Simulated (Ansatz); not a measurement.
InPd (Pm-3m): the size of the finite step

```
CELL_PARAMETERS angstrom
3.24676 0.00000 0.00000
0.00000 3.24676 0.00000
0.00000 0.00000 3.24676
ATOMIC_POSITIONS crystal
In 0.00000 0.00000 0.00000
Pd 0.50000 0.50000 0.50000
```

Computed, not measured; unless marked otherwise by PBEsol, PAW on Ansatz 0.2.0's default frozen-core files (fitted under PBE), scalar-relativistic. k mesh 14×14×14, strains of ±0.005, Fermi-Dirac smearing of 0.050 eV, cutoff 420 eV. The cell was relaxed by PAW under this functional. The structure is one entry of a database and needn't be the stable phase.

(1) Elastic constants come from stresses at strains of ±0.005 (two-point stencil): C11 = 147.8, C12 = 131.4, C44 = 61.0 GPa. What does an amplitude of 0.04 give?

Answers

(1) C11 = 162.7, C12 = 126.4, C44 = 60.2 GPa. A large step picks up anharmonic terms.

Known limits: frozen-core PAW files fitted under PBE, their cores solved anew for the functional of the run; responses of metals move with mesh and smearing; the softest shear constant rests on one k mesh, and a soft shear can herald a distortion on cooling.
